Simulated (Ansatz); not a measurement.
**Run on CaY (C2/m) — total moment held at 0.9 μB**

All numbers below come from DFT, LDA, all-electron PAW with datasets made for the crystal, scalar-relativistic in Ansatz.

Command: `ansatz run input.yaml --threads 1 --pin off --max-ram 3072MiB --backend cpu --events-out ev --progress --plain --runs-dir out`

```yaml
crystal:
  lattice:
    - [1.9766574348, -2.933238, 0.0]
    - [1.9766574348, 2.933238, 0.0]
    - [-0.0302115573, 0.0, 6.176133271]
  atoms:
    - { symbol: Ca, position: [0.0, 0.0, 0.0] }
    - { symbol: "Y", position: [0.5, 0.5, 0.5], spin: 0.9 }
magnetization:
  spin_polarized: true
  initial_magnetization: 0.9
  spin_locking: { lock_magnetization: hard }
kpoints:
  mp_grid: { grid: [9, 9, 5] }
scf:
  occupations: { method: fermi_dirac, width: 0.1 }
  lower_state_search: "off"
hamiltonian:
  xc: lda
  pseudopotentials: { kind: all_electron, datasets: crystal }
output:
  forces: true
  stress: true
  eigenvalues: false
```

The program prints:

```
settings of this run that can trade accuracy for cost: output.eigenvalues: false. Do not mix this run's numbers with those of runs without the same settings; the input reference describes each key
hamiltonian.pseudopotentials.datasets: crystal makes datasets for this crystal and solves the spheres of its atoms anew in each pass: cutoff 200.0 eV, the density's 800.0 eV; for an error of 0.50 meV an atom under PBE, 1.0 meV for the cell; an energy difference from a run of another recipe may be off by several times the error for the cell, under r2SCAN by more, where some 0.1 meV an atom stays at …
band count auto-derived: 16 (N_el = 21.0; filled up to band 11; 15 by the electrons, moments and atoms)
Engine: ansatz 0.2.0
Pseudopotentials: kind: all_electron
Pseudopotential: Ca, paw, valence charge 10, recommended cutoff 200 eV (normal), crystal/all_electron/lda/scalar/gaussian/Ca, Koelling and Harmon's equation, gaussian nucleus
Pseudopotential: Y, paw, valence charge 11, recommended cutoff 200 eV (normal), crystal/all_electron/lda/scalar/gaussian/Y, Koelling and Harmon's equation, gaussian nucleus
Functional definition: SPW92
  exchange = slater_x
  correlation = pw_c
Crystal: 2 atoms, lattice volume = 71.619 Å³
Basis set: ecut = 200 eV, 465 PW (Γ)
Bands: 16, of which v1, the nominal top of the filled ones, is band 11 counted from 1 (10 counted from 0)
Symmetry: 4 space group operations
Space group: C2/m (ITA 12), of the structure as read, at distance tolerance 4.2e-5 Å
Magnetic group: BNS 12.58 (UNI 65), of the structure as read, at distance tolerance 4.2e-5 Å
k-points: 115 of 405
Non-local potential: Ca, projectors of the file, l = 0: 2, l = 1: 2, l = 2: 2
Non-local potential: Y, projectors of the file, l = 0: 2, l = 1: 2, l = 2: 2
PAW form: soft (Blöchl's): semilocal exchange-correlation on the pseudo side does not see the compensation charge
PAW one-centre angular grid: Ca, 110 points (default); XC on its mesh's 1969 points in the sphere
PAW one-centre angular grid: Y, 590 points (default); XC on its mesh's 1893 points in the sphere
Initial density: superposition of atomic densities (chi_scale 0.1, normalization cell)
Starting moments: Σ|m| = 0.9 μB on 1 of 2 sites
Initial wavefunctions: pseudopotential atomic-orbital guess
Functional: x = slater, c = lda
iter 1 solved again at ethr=6.33e-4 eV; its pass at ethr=1.00e-1 eV (dr2=1.33e-1 eV) is discarded
SCF iter   1: F=—  HF=-110486.282098 eV  |F-HF|=—  |Δ(HF+E_count)|=         —  Δρ=2.04e-2 (↑2.04e-2 ↓1.39e-2)  dr2=1.37e-1  dr2_m=1.81e-1  M=0.900 μB ∫|m|=0.900 μB  β_m=0.30  ethr=6.33e-4  ⟨swp⟩=5.4  Hψ=23102  notcnv=0
preconditioner: auto → Kerker (q_TF=auto, 2.224 Å⁻¹)  [metal: Δε(μ)=0.007 eV  Ē_g=2.971 eV  σ=0.100 eV  W_gap=0.02  n_scr=18 (ndim 8)  ℏωp=9.8 eV  f_vac=0.000  D(μ)=3.42/eV (n_scr^D=30)]
spin=Collinear: Kerker preconditioning applied to the charge; magnetization (m = ρ↑ − ρ↓) channel mixes plain (no charge-response kernel on spin).
SCF iter   2: F=—  HF=-110486.306515 eV  |F-HF|=—  |Δ(HF+E_count)|=   2.44e-2  Δρ=1.48e-2 (↑1.48e-2 ↓9.99e-3)  dr2=8.82e-2  dr2_m=9.32e-2  M=0.900 μB ∫|m|=0.900 μB  β_m=0.65  ethr=6.33e-4  ⟨swp⟩=2.1  Hψ=6973  notcnv=0  defer=3
iter 3 solved again at ethr=2.65e-5 eV; its pass at ethr=4.20e-4 eV (dr2=5.56e-3 eV) is discarded
SCF iter   3: F=—  HF=-110486.324898 eV  |F-HF|=—  |Δ(HF+E_count)|=   1.84e-2  Δρ=1.14e-3 (↑1.01e-3 ↓1.14e-3)  dr2=5.95e-3  dr2_m=2.38e-5  M=0.900 μB ∫|m|=0.900 μB  β_m=0.65  ethr=2.65e-5  ⟨swp⟩=3.0  Hψ=19969  notcnv=0  defer=6
SCF iter   4: F=—  HF=-110486.325396 eV  |F-HF|=—  |Δ(HF+E_count)|=   4.98e-4  Δρ=6.63e-4 (↑6.02e-4 ↓6.63e-4)  dr2=2.30e-3  dr2_m=9.83e-6  M=0.900 μB ∫|m|=0.900 μB  β_m=0.82  ethr=2.65e-5  ⟨swp⟩=2.2  Hψ=6573  notcnv=0  defer=6
SCF iter   5: F=—  HF=-110486.325299 eV  |F-HF|=—  |Δ(HF+E_count)|=   9.74e-5  Δρ=1.76e-4 (↑1.76e-4 ↓1.09e-4)  dr2=6.66e-5  dr2_m=3.28e-6  M=0.900 μB ∫|m|=0.900 μB  β_m=0.82  ethr=1.10e-5  ⟨swp⟩=2.6  Hψ=6995  notcnv=0  defer=4
SCF iter   6: F=—  HF=-110486.325342 eV  |F-HF|=—  |Δ(HF+E_count)|=   4.27e-5  Δρ=6.03e-5 (↑6.03e-5 ↓5.83e-5)  dr2=1.04e-5  dr2_m=6.04e-7  M=0.900 μB ∫|m|=0.900 μB  β_m=0.91  ethr=3.17e-7  ⟨swp⟩=4.1  Hψ=7962  notcnv=0  defer=2
SCF iter   7: F=—  HF=-110486.325345 eV  |F-HF|=—  |Δ(HF+E_count)|=   2.91e-6  Δρ=1.31e-5 (↑1.31e-5 ↓1.30e-5)  dr2=4.23e-7  dr2_m=5.26e-8  M=0.900 μB ∫|m|=0.900 μB  β_m=0.96  ethr=4.93e-8  ⟨swp⟩=3.7  Hψ=8175  notcnv=0  defer=1
iter 8 did not close the SCF: its close was put off for a magnetic moment that had not settled (scf_convergence_deferred on its scf_iter line)
SCF iter   8: F=-110486.325345 eV  HF=-110486.325345 eV  |F-HF|=1.23e-8  |Δ(HF+E_count)|=   2.95e-7  Δρ=6.31e-6 (↑6.31e-6 ↓3.67e-6)  dr2=6.15e-8  dr2_m=9.61e-9  M=0.900 μB ∫|m|=0.900 μB  β_m=0.98  ethr=2.01e-9  ⟨swp⟩=4.4  Hψ=8520  notcnv=0
iter 9 did not close the SCF: its close was put off for a magnetic moment that had not settled (scf_convergence_deferred on its scf_iter line)
SCF iter   9: F=-110486.325345 eV  HF=-110486.325345 eV  |F-HF|=2.20e-9  |Δ(HF+E_count)|=   4.30e-8  Δρ=1.39e-6 (↑1.39e-6 ↓8.31e-7)  dr2=4.88e-9  dr2_m=3.68e-10  M=0.900 μB ∫|m|=0.900 μB  β_m=0.99  ethr=2.93e-10  ⟨swp⟩=4.0  Hψ=7990  notcnv=0  defer=1
SCF iter  10: F=-110486.325345 eV  HF=-110486.325345 eV  |F-HF|=8.15e-10  |Δ(HF+E_count)|=   1.05e-9  Δρ=4.58e-7 (↑4.29e-7 ↓4.58e-7)  dr2=1.01e-9  dr2_m=6.92e-12  M=0.900 μB ∫|m|=0.900 μB  ethr=2.32e-11  ⟨swp⟩=4.3  Hψ=8914  notcnv=0  defer=1
SCF 1 converged in 10 iterations: F = -110486.325346 eV  dr2 = 1.01e-9
  Residual-converged pass: ⟨swp⟩=3.2  Hψ=5717  notcnv=0  max |occ|·‖R‖ = 5.2e-6 eV (tolerance 5.3e-6 eV)  dr2=1.02e-9  dr2_m=7.09e-12  dr2_onsite=3.02e-10  max |Δocc| = 7.2e-9
  greatest PAW one-centre occupation: 0.994 electrons in one spin orbital (limit 2), on the Y atom at site 1 (counted from 0), in its partial waves of l = 0
SCF converged after 10 iterations
Stability checked in part: among states of this total moment the steps that led to this state did not find it unstable. No probe was made; neither looks for a lower state of another moment (fixed_total_moment; see scf.lower_state_search)
Magnetization: 0.9000 μB (10.9500 up, 10.0500 down)
Absolute magnetization: 0.9000 μB (∫|ρ↑−ρ↓|)
Spin contamination: -0.0107 ħ² per cell (⟨S²⟩ above its minimum at these occupations)
Per-site moments (μB) at R_I (Å): [(0.1294948782977566, 1.459052780249398), (0.3543046571088664, 1.459052780249398)]
Free energy (F): -110486.325346 eV
Harris-Foulkes:  -110486.325346 eV  (|F-HF|=8.15e-10)
Internal energy: -110486.211973 eV  (E = F + TS)
E sigma→0 (E₀):  -110486.268659 eV
Entropy (-TS):   -0.113373 eV (-56.687 meV/atom)
Past the cutoff: the bands carry plane waves up to 1.75 times it, of which those up to 1.5 times it add -0.000437 eV an atom, each by itself; the spheres take 0.000557 eV an atom off the energy for waves past 1.75 times it
By the cutoff:   a pressure is off by up to 0.007 GPa (1.2 times the spheres' own share and the shells' term, over an atom's volume, and 0.004 GPa: a bound that held against runs at twice the plane waves)
Past the cutoffs: a stress includes 0.0016 GPa for waves and charges beyond them, in addition to the slope of what the spheres take
In the spheres:  the bands' charges fall short by 3.8e-6 e at most (sound up to 1e-3)
Fermi energy:    7.882643 (↑ 7.997237, ↓ 7.768049) eV
--- Per-component energies (eV) ---
  E_band       = -279.827433
  E_kinetic    = 243.909137
  E_local      = -1163.879295  (includes V_loc(G=0)·N_el)
  E_nonlocal   = 171.315978
  E_hartree    = 505.113050
  E_xc         = -118.892177
  E_vxc        = -155.211887  (∫ρ·V_xc dr)
  E_paw        = -111130.147715  (= ΣΔE_a)
  E_vpaw       = -2784.242043  (= ΣTr[D̂ρ^β])
  E_ewald      = -1391.685360
  E_smearing   = -0.113373  (= −TS)
  E_closure    = 2398.054410  (closes the sum)
  Σ components = -110486.325346   (vs F -110486.325346, Δ=0.00e0)
  The terms above E_closure are by the made datasets' own strengths, without shells solved beside the bands.
--- Forces (eV/Å), atoms counted from 1 ---
  atom   1  Ca     0.00000000     0.00000000     0.00000000
  atom   2  Y      0.00000000     0.00000000     0.00000000
  max |Σ_I F_I| component: 1.31e-29 eV/Å
--- Stress (GPa, compression-positive) ---
       -2.245867       0.000000       0.091278
        0.000000      -1.574079       0.000000
        0.091278       0.000000      -2.773008
  P = ⅓ Tr σ = -2.1977 GPa (-21.977 kbar)
settings of this run that can trade accuracy for cost: output.eigenvalues: false. Do not mix this run's numbers with those of runs without the same settings; the input reference describes each key
```

Site moments (μB): Ca1 0.13, Y2 0.35. Cell moment 0.90 μB.

The magnetic group in the log treats spin as a scalar label, without spin–orbit coupling.

The Ansatz runs typed with the search for lower states off end where their start leads. None of this fixes the real material's magnetic order: only patterns that fit the cell were computed, at zero temperature, with a functional that can overstate moments.

It took 14 s on 1 thread of Intel(R) Xeon(R) Platinum 8488C (Sapphire Rapids), with other jobs on the host, peak memory 0.65 GiB.
